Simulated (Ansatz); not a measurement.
Name crystals whose computed values (LDA (plane waves, PAW; program Ansatz)) fall in these windows: Θ_D (K) 550 to 690; ε0 11 to 14.



```tsv
crystal	Θ_D (K)	ε0
ScOF, P2_1/c (Sc on 4e, O on 4e, F on 4e)	641	12.0
Li8PbO6, R-3 (Li on 6c, Li on 18f, Pb on 3a, O on 18f)	566	12.0
```
Others may fit too.

Standing as an ambient phase not checked: ScOF, P2_1/c (Sc on 4e, O on 4e, F on 4e); Li8PbO6, R-3 (Li on 6c, Li on 18f, Pb on 3a, O on 18f). All cells were relaxed under the symmetry of their starts (and spin orders); stability against distortions was not tested throughout. Rows with no word on spin ran without spin polarisation. Spin–orbit coupling is left out wherever it is not named.

Potentials: the later of the program's two PAW sets.
